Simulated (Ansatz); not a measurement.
SiC:
```
SiC
1.0
    3.07776     0.00000     0.00000
   -1.53888     2.66541     0.00000
    0.00000     0.00000    10.07751
Si C
4 4
Direct
  0.66667   0.33333   0.93784
  0.33333   0.66667   0.43784
  0.00000   0.00000   0.68789
  0.00000   0.00000   0.18789
  0.66667   0.33333   0.74980
  0.33333   0.66667   0.24980
  0.00000   0.00000   0.50046
  0.00000   0.00000   0.00046
```

x, y and z are the axes in which the lattice vectors are written.

Q: Give the high-frequency dielectric tensor and the Born effective charge tensors of the independent atoms from DFPT, the program Ansatz at the r²SCAN level (PAW).

A: 
ε∞:
```
6.54  0.00  0.00
0.00  6.54  0.00
0.00  0.00  6.79
```
Z* of atom 1 (Si), rows: field, columns: displacement, in e:
```
2.70  0.00  0.00
0.00  2.70  0.00
0.00  0.00  2.65
```
Z* of atom 3 (Si), rows: field, columns: displacement, in e:
```
2.70  0.00  0.00
0.00  2.70  0.00
0.00  0.00  2.93
```
Z* of atom 5 (C), rows: field, columns: displacement, in e:
```
-2.72   0.00   0.00
 0.00  -2.72   0.00
 0.00   0.00  -2.76
```
Z* of atom 7 (C), rows: field, columns: displacement, in e:
```
-2.68   0.00   0.00
 0.00  -2.68   0.00
 0.00   0.00  -2.82
```

Static charges for comparison (Bader): Si1 +2.87, Si3 +2.88, C5 -2.87, C7 -2.88 e. Born charges measure polarisation by displacement and can exceed these by far.

Space group P6_3mc (4H polytype). The r²SCAN relaxation kept the symmetry of its start.

Potentials: the earlier of the program's two PAW sets.
